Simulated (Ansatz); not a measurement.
Relaxed CsSnI₃ (cubic perovskite):

```
CELL_PARAMETERS angstrom
      6.27175     0.00000     0.00000
      0.00000     6.27175     0.00000
      0.00000     0.00000     6.27175
ATOMIC_POSITIONS crystal
  Cs 0.00000 0.00000 0.00000
  Sn 0.50000 0.50000 0.50000
  I  0.00000 0.50000 0.50000
  I  0.50000 0.50000 0.00000
  I  0.50000 0.00000 0.50000
```

Scan: atom 2 (Sn, nearest neighbour I at 3.136 Å; its periodic images, 6.3 Å or more away, move with it) is displaced along Cartesian z, direction (0.000, 0.000, 1.000) in Cartesian axes, by s. The other atoms stay.

These are PBE (plane waves to 420 eV, PAW, scalar-relativistic; Ansatz, a first-principles code) values and carry that method's errors. k mesh 5×5×5 (Γ-centred), Fermi-Dirac smearing 0.05 eV. Energies are smeared free energies. CsSnI3 was relaxed with its symmetry unable to fall. Spin-orbit coupling is left out, though I is heavy. This is a high-temperature form of CsSnI3. The zero of ΔE is the undisplaced structure.

```csv
s (Å),ΔE (meV/cell)
-0.940,3283
-0.752,withheld
-0.564,477
-0.376,117
-0.188,14
0.000,0
0.188,14
0.376,117
0.564,477
0.752,withheld
0.940,3283
```

Problem. Fit an even polynomial form (powers 2, 4) to the given rows and predict ΔE at s = 0.752.

Solution. Least squares on the 9 given rows: ΔE = (259.3)·s² + (3911)·s⁴, in meV/cell with s in Å; root-mean-square residual 1.2 meV/cell. At 0.752 the fit gives 1397 meV/cell; the calculation gives 1375 meV/cell, so the interpolation is off by 22 (+1.6 %). The quadratic term alone would give 147 meV/cell.

(A displaced cell: forces are minus the slopes of the energy, force constants its curvatures, and phonons follow from these.)
